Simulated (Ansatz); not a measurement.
TiN (rock salt)

```xyz
2
Lattice="0.0000 2.1163 2.1163 2.1163 0.0000 2.1163 2.1163 2.1163 0.0000" Properties=species:S:1:pos:R:3 pbc="T T T"
N      0.0000     0.0000     0.0000
Ti     2.1163     2.1163     2.1163
```

Equation-of-state scan: isotropic scaling of the cell above, V₀ being its volume. Symmetry pins the atoms to their sites.

Method: r2SCAN (plane waves to 500 eV, PAW, scalar-relativistic; Ansatz, a quantum-chemistry and plane-wave program). k mesh 19×19×19 (Γ-centred), Fermi-Dirac smearing 0.05 eV. E stands for the smeared free energy. Stress and pressure are positive under compression. TiN is run without spin polarisation. TiN was relaxed with its symmetry unable to fall. The zero of ΔE is the relaxed starting cell. The last digit holds for this mesh only.

```tsv
V (Å³/atom)	ΔE (meV/atom)
8.909	35.0
9.004	23.9
9.099	withheld
9.193	8.3
9.288	3.6
9.383	0.9
9.478	0.0
9.572	0.9
9.667	3.4
9.762	7.5
9.857	13.1
9.952	20.1
10.046	28.4
```

Task: Fit a third-order Birch-Murnaghan form (E₀, V₀, B₀, B₀′ free) to the given rows and predict ΔE at V = 9.099.

Result: Least squares on the 12 given rows: ΔE = E₀ + (9V₀B₀/16)·y²·[2 + (B₀′ − 4)y], y = (V₀/V)^(2/3) − 1, with V₀ = 9.477 Å³/atom, B₀ = 295.3 GPa (160.2 GPa = 1 eV/Å³; the term in eV is multiplied by 1000), B₀′ = 4.28, E₀ = 0.02 meV/atom; root-mean-square residual 0.03 meV/atom. At 9.099 the fit gives 14.9 meV/atom; the calculation gives 15.0 meV/atom, so the interpolation is off by -0.1 (-0.7 %). For the pressure the fit gives 13.1 GPa against the computed 13.2 GPa.

(Under strain, the slope of the energy per volume gives the stress and its curvature an elastic modulus.)
